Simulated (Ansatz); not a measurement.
# An Ansatz input for PbSe with Cs replacing Pb

```yaml
crystal:
  lattice:
    - [0.0, 9.18195, 9.18195]
    - [9.18195, 0.0, 9.18195]
    - [9.18195, 9.18195, 0.0]
  atoms:
    - { symbol: Cs, position: [0.0, 0.0, 0.0] }
    - { symbol: Pb, position: [0.0, 0.0, 0.3333333333] }
    - { symbol: Pb, position: [0.0, 0.0, 0.6666666667] }
    - { symbol: Pb, position: [0.0, 0.3333333333, 0.0] }
    - { symbol: Pb, position: [0.0, 0.3333333333, 0.3333333333] }
    - { symbol: Pb, position: [0.0, 0.3333333333, 0.6666666667] }
    - { symbol: Pb, position: [0.0, 0.6666666667, 0.0] }
    - { symbol: Pb, position: [0.0, 0.6666666667, 0.3333333333] }
    - { symbol: Pb, position: [0.0, 0.6666666667, 0.6666666667] }
    - { symbol: Pb, position: [0.3333333333, 0.0, 0.0] }
    - { symbol: Pb, position: [0.3333333333, 0.0, 0.3333333333] }
    - { symbol: Pb, position: [0.3333333333, 0.0, 0.6666666667] }
    - { symbol: Pb, position: [0.3333333333, 0.3333333333, 0.0] }
    - { symbol: Pb, position: [0.3333333333, 0.3333333333, 0.3333333333] }
    - { symbol: Pb, position: [0.3333333333, 0.3333333333, 0.6666666667] }
    - { symbol: Pb, position: [0.3333333333, 0.6666666667, 0.0] }
    - { symbol: Pb, position: [0.3333333333, 0.6666666667, 0.3333333333] }
    - { symbol: Pb, position: [0.3333333333, 0.6666666667, 0.6666666667] }
    - { symbol: Pb, position: [0.6666666667, 0.0, 0.0] }
    - { symbol: Pb, position: [0.6666666667, 0.0, 0.3333333333] }
    - { symbol: Pb, position: [0.6666666667, 0.0, 0.6666666667] }
    - { symbol: Pb, position: [0.6666666667, 0.3333333333, 0.0] }
    - { symbol: Pb, position: [0.6666666667, 0.3333333333, 0.3333333333] }
    - { symbol: Pb, position: [0.6666666667, 0.3333333333, 0.6666666667] }
    - { symbol: Pb, position: [0.6666666667, 0.6666666667, 0.0] }
    - { symbol: Pb, position: [0.6666666667, 0.6666666667, 0.3333333333] }
    - { symbol: Pb, position: [0.6666666667, 0.6666666667, 0.6666666667] }
    - { symbol: Se, position: [0.1666666667, 0.1666666667, 0.1666666667] }
    - { symbol: Se, position: [0.1666666667, 0.1666666667, 0.5] }
    - { symbol: Se, position: [0.1666666667, 0.1666666667, 0.8333333333] }
    - { symbol: Se, position: [0.1666666667, 0.5, 0.1666666667] }
    - { symbol: Se, position: [0.1666666667, 0.5, 0.5] }
    - { symbol: Se, position: [0.1666666667, 0.5, 0.8333333333] }
    - { symbol: Se, position: [0.1666666667, 0.8333333333, 0.1666666667] }
    - { symbol: Se, position: [0.1666666667, 0.8333333333, 0.5] }
    - { symbol: Se, position: [0.1666666667, 0.8333333333, 0.8333333333] }
    - { symbol: Se, position: [0.5, 0.1666666667, 0.1666666667] }
    - { symbol: Se, position: [0.5, 0.1666666667, 0.5] }
    - { symbol: Se, position: [0.5, 0.1666666667, 0.8333333333] }
    - { symbol: Se, position: [0.5, 0.5, 0.1666666667] }
    - { symbol: Se, position: [0.5, 0.5, 0.5] }
    - { symbol: Se, position: [0.5, 0.5, 0.8333333333] }
    - { symbol: Se, position: [0.5, 0.8333333333, 0.1666666667] }
    - { symbol: Se, position: [0.5, 0.8333333333, 0.5] }
    - { symbol: Se, position: [0.5, 0.8333333333, 0.8333333333] }
    - { symbol: Se, position: [0.8333333333, 0.1666666667, 0.1666666667] }
    - { symbol: Se, position: [0.8333333333, 0.1666666667, 0.5] }
    - { symbol: Se, position: [0.8333333333, 0.1666666667, 0.8333333333] }
    - { symbol: Se, position: [0.8333333333, 0.5, 0.1666666667] }
    - { symbol: Se, position: [0.8333333333, 0.5, 0.5] }
    - { symbol: Se, position: [0.8333333333, 0.5, 0.8333333333] }
    - { symbol: Se, position: [0.8333333333, 0.8333333333, 0.1666666667] }
    - { symbol: Se, position: [0.8333333333, 0.8333333333, 0.5] }
    - { symbol: Se, position: [0.8333333333, 0.8333333333, 0.8333333333] }
total_charge: -1
kpoints:
  mp_gri: { grid: [2, 2, 2] }
scf:
  occupations: { method: fermi_dirac, width: 0.01 }
  max_iter: 80
hamiltonian:
  xc: pbe
  pseudopotentials: { kind: paw }
output:
  forces: true
  stress: true
  populations: true
  efg:
    quadrupole_moments_barn: { Cs: -0.00343 }
    contact_densities: true
```

```sh
ansatz run input.yaml --threads 4 --pin off --max-ram 10240MiB --backend cpu --events-out ev --progress --plain --runs-dir out
```

Task: What happens when this input is run?

Result: The program refused the input. The input holds a misspelt key. The program says:

```
Error: YAML parse error: error: line 63 column 3: unknown field `mp_gri`, expected one of mp_grid, list, band_path, initial_grid, further_shifts
  --> <input>:63:3
   |
61 | total_charge: -1
62 | kpoints:
63 |   mp_gri: { grid: [2, 2, 2] }
   |   ^ unknown field `mp_gri`, expected one of mp_grid, list, band_path, initial_grid, further_shifts
64 | scf:
65 |   occupations: { method: fermi_dirac, width: 0.01 }
   |
```

Against a sound input the change was `kpoints.mp_grid`: mp_grid → mp_gri; `scf.max_iter`: not typed → 80.

With the sound settings the run converges and gives V_zz (10²¹ V/m²) Pb2 2.01 (η 0.05), Pb5 -0.068 (η 0.00), Pb15 -7.34 (η 0.00), Se30 -11.17 (η 0.00), Se32 0.94 (η 0.37), and under 0.004 at the other sites; a site carries the number of its first atom in the input. The defect repeats with the cell of 54 atoms, so it feels its images: sites between two images don't show the values beside a lone defect, and zeros or small values of η there can come from the images' arrangement. A uniform background compensates the cell's charge. Spin–orbit coupling is left out, which shifts gradients on Pb by a few per cent in wide-gap crystals, and can shift them far more where the calculated gap is small or absent, as here. With a gap of 0.5 eV on this mesh, small gradients can still move by 0.1 × 10²¹ V/m² or more as the k-mesh gets denser. The neighbours have not yet relaxed around the defect (largest force 1.2 eV/Å), so a real crystal will differ.
